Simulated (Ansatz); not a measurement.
# Formation energy of zincblende-structured BiAu

The computed numbers are results of r²SCAN, scalar-relativistic (no spin polarisation) in the plane-wave PAW code Ansatz at 500 eV, 10×10×10 k-mesh, Gaussian smearing of 0.05 eV. The datasets are Ansatz's generated set soft_2.

The start was a prototype's sites filled with these elements, not a measured cell.

The structure is cubic, space group F-43m (No. 216). The conventional cell has a = 6.372 Å, b = 6.372 Å, c = 6.372 Å, α = 90.00°, β = 90.00°, γ = 90.00°. Around Au (site symmetry -43m) lie 4 Bi at 2.76 Å. Around Bi (site symmetry -43m) lie 4 Au at 2.76 Å. (Shells end 15 % past the nearest neighbour.)

The elements were computed in their standard states with the same datasets, cutoff and functional. Total energies depend on the potentials used, so only differences within one code and one set of settings carry meaning.

Energy of the relaxed cell (2 atoms, smearing extrapolated to zero): -25574.020 eV. Elements, in eV/atom: Au -13163.509, Bi -12411.057.

Q: What is the formation energy?

A: [-25574.020 − (1 × -13163.509 + 1 × -12411.057)] / 2 = 0.27 eV/atom, or 26 kJ per mole of atoms.

The value is for 0 K, without zero-point energy. A positive value means that this structure is unstable even against the elements at this level.

Scalar-relativistic only: spin–orbit splittings of the heavy atoms' levels are missing.
